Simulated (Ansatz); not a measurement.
Values for one crystal, relaxed and computed with PBE in the plane-wave PAW code Ansatz; other levels are named.

| Quantity | Value |
|---|---|
| Volume per atom | 38.96 Å³ |
| Electronic character | no gap, with almost no states at the Fermi level (zero-gap or semimetallic) |
| Density of states at the Fermi level | 0.01 states/eV per atom (mean over ±0.08 eV) |
| Formation energy from the elements (no fitted shifts) | -20 kJ/mol-atom |
| Gap with spin–orbit coupling | none (metallic) |
| Pressure derivative B′ | 3.4 |
| Bulk modulus (Birch–Murnaghan fit) | 30.4 GPa |

Question: Pick the material that matches.
A) SnO, zinc blende
B) SnSe, zinc blende
C) GaSb, zinc blende
D) SnC, rock salt

Answer: B, SnSe, zinc blende

Space group F-43m (zinc blende). The start of the workflow was typed in or built on a structure type; neither database checked (COD, Materials Project) lists it. It is not the phase usual at ambient conditions (space group No. 62). The PBE relaxation kept the symmetry of its start; its stability against distortions is not shown here. The volume moved by 17 % from the start of the relaxation. A small band overlap can be real or an error of a semilocal functional. The references are the lowest solids computed at this level, not always the standard phases. Scalar-relativistic: spin–orbit coupling is off unless named, which matters more the heavier the elements.

Potentials: the earlier of the program's two PAW sets.
